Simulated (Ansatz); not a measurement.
Band table of Ti (sc type)

```
Ti
1.0
     2.52466    0.00000    0.00000
     0.00000    2.52466    0.00000
     0.00000    0.00000    2.52466
Ti
1
Direct
  0.00000 0.00000 0.00000
```

The cell comes from a relaxation on PAW files under the same functional, begun from a prototype that needn't be the stable phase.

All numbers are PBEsol results (scalar-relativistic) from Ansatz 0.2.0, with a Γ-centred 14×14×14 k mesh, Fermi–Dirac smearing of 0.08 eV, no spin polarisation. Methods: PAW: frozen-core files, cutoff 420 eV.

This run: volume at 0.92 of the series' base cell.

The PAW files were made under PBE.

Path points, in fractions of the reciprocal vectors: Γ (0.000, 0.000, 0.000), X (0.000, 0.500, 0.000), M (0.500, 0.500, 0.000), R (0.500, 0.500, 0.500). The distance column jumps between branches of the path. Levels in eV from the Fermi level; bands 5 to 8, counted from the lowest band of the run. The gap is zero, the pressure 8.19 GPa.

```
# k(1/Å) point b5 b6 b7 b8
0.000 Γ -5.94 -1.58 -1.58 4.55
0.156 - -5.82 -1.55 -1.49 4.44
0.311 - -5.49 -1.47 -1.22 4.15
0.467 - -4.98 -1.34 -0.83 3.74
0.622 - -4.33 -1.18 -0.37 3.30
0.778 - -3.58 -1.01 0.00 2.89
0.933 - -2.82 -0.87 0.17 2.57
1.089 - -2.14 -0.77 0.08 2.36
1.244 X -1.83 -0.73 -0.03 2.29
1.400 - -1.71 -0.64 -0.27 2.30
1.555 - -1.40 -0.80 -0.34 2.36
1.711 - -1.42 -1.05 0.28 2.44
1.867 - -2.03 -0.75 1.23 2.54
2.022 - -2.56 -0.48 2.38 2.63
2.178 - -2.96 -0.26 2.72 3.05
2.333 - -3.22 -0.12 2.78 2.86
2.489 M -3.30 -0.06 2.80 2.80
2.709 - -3.14 -0.17 2.83 2.86
2.929 - -2.73 -0.45 2.92 3.03
3.149 - -2.52 -0.68 1.87 2.75
3.369 - -3.11 -0.67 0.72 2.36
3.589 - -4.12 -0.90 -0.25 2.90
3.809 - -5.06 -1.24 -0.97 3.72
4.029 - -5.71 -1.49 -1.43 4.33
4.249 Γ -5.94 -1.58 -1.58 4.55
4.518 - -5.60 -1.40 -1.40 4.30
4.787 - -4.65 -0.86 -0.86 3.70
5.057 - -3.37 -0.05 -0.05 2.94
5.326 - -2.33 0.69 0.69 2.22
5.596 - -1.92 0.16 0.16 2.95
5.865 - -1.77 -0.72 -0.72 4.30
6.134 - -1.62 -1.33 -1.33 5.52
6.404 R -1.54 -1.54 -1.54 6.06
6.624 - -1.63 -1.43 -1.34 5.53
6.844 - -1.80 -1.09 -0.77 4.36
7.064 - -1.92 -0.56 0.02 3.03
7.284 - -1.87 0.12 0.60 1.78
7.504 - -1.59 0.10 0.73 0.87
7.724 - -1.08 -0.87 -0.07 1.58
7.944 - -1.58 -0.56 -0.43 2.09
8.164 X -1.83 -0.73 -0.03 2.29
9.923 R -1.54 -1.54 -1.54 6.06
10.079 - -1.63 -1.44 -1.44 5.69
10.234 - -1.86 -1.14 -1.14 4.78
10.390 - -2.19 -0.65 -0.65 3.63
10.546 - -2.53 0.00 0.00 2.46
10.701 - -2.85 0.78 0.78 1.43
10.857 - -3.09 0.62 1.63 1.63
11.012 - -3.25 0.11 2.42 2.42
11.168 M -3.30 -0.06 2.80 2.80
```
